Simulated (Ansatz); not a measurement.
Ir:
```yaml
crystal:
  lattice:
    - [0.00000, 1.92011, 1.92011]
    - [1.92011, 0.00000, 1.92011]
    - [1.92011, 1.92011, 0.00000]
  atoms:
    - { symbol: Ir, position: [0.00000, 0.00000, 0.00000] }
```

Relaxed with PBE+D3(BJ). Special points in fractions of this cell's reciprocal vectors: Γ (0.000, 0.000, 0.000); X (0.500, 0.000, 0.500); U (0.625, 0.250, 0.625); K (0.375, 0.375, 0.750); L (0.500, 0.500, 0.500); W (0.500, 0.250, 0.750).

Task: List the band energies nearest the Fermi level at these points for DFT-PBE+D3(BJ) in the program Ansatz with PAW potentials.

Result: In eV from the Fermi level; about four levels below and three above (degenerate sets whole), none deeper than 8.9 eV; … stands for higher levels left out; points with the same levels are listed once.

| k | below | above |
|---|---|---|
| Γ | -3.92 -3.92 -3.92 -1.23 -1.23 | … |
| X | -7.95 -7.38 | 0.84 1.45 1.45 |
| U | -6.99 -6.02 -2.93 -0.93 | 0.58 6.22 … |
| L | -8.14 -4.03 -4.03 -0.81 | 0.87 0.87 … |
| W | -6.30 -4.91 -4.91 -1.85 | 1.46 8.10 … |

Space group Fm-3m (fcc (Cu type)). The cell was relaxed with PBE+D3(BJ) under the symmetry of its start. The run is not spin-polarised. The pairwise dispersion correction was not fitted to metals. Scalar-relativistic: spin–orbit coupling is off unless named, which matters more the heavier the elements.

Potentials: the earlier of the program's two PAW sets.
